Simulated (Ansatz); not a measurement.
Level of theory: DFT PBE, scalar-relativistic, plane waves, PAW (Ansatz). Settings: cutoff 420 eV, Γ-centred meshes spaced at most about 0.3 Å⁻¹, and about 0.25 Å⁻¹ or finer for metals (2π included), Gaussian smearing. No spin polarisation in the final relaxations.

All energies are static (0 K, no zero-point motion).

Two relaxed structures of AlGa3As2:

A. Space group R-3m (No. 166), trigonal, a = 3.844 Å, c = 28.280 Å. Around Al lie 6 As at 2.66 Å and 2 Ga at 2.97 Å; Ga on a site of symmetry -3m is surrounded by 6 Ga at 2.82 Å; around Ga on a site of symmetry 3m lie 3 As at 2.68 Å, 3 Ga at 2.82 Å and 1 Al at 2.97 Å; around As lie 3 Al at 2.66 Å and 3 Ga at 2.68 Å.

B. Space group P6/mmm (No. 191), hexagonal, a = 6.376 Å, c = 3.881 Å. Around Al lie 6 As at 3.68 Å, 12 Ga at 3.73 Å and 2 Al at 3.88 Å (long contacts); Ga is surrounded by 4 As at 2.67 Å, 4 Ga at 3.19 Å and 4 Al at 3.73 Å; As is surrounded by 6 Ga at 2.67 Å, 3 Al at 3.68 Å and 5 As at 3.68–3.88 Å.

**Question.** Which is lower in energy, and by how much?

**Answer.** A is lower, by 0.36 eV/atom. A has space group R-3m (No. 166), 20.1 Å³/atom and no gap on its mesh; B has space group P6/mmm (No. 191), 22.8 Å³/atom and no gap. Counting As atoms around Al and Ga (those within 1.25 times the shortest such distance or 1.15 times the sum of covalent radii; the shortest distance is added where it is long for a bond; a slash parts the counts of unlike sites), A has Al 6, Ga 3/6 from 3.9 Å and B has Al 6 from 3.7 Å, Ga 4. The denser one is the lower, and pressure would at first widen the difference. Both come from invented guesses.

Cells relaxed within their symmetry can be saddle points.
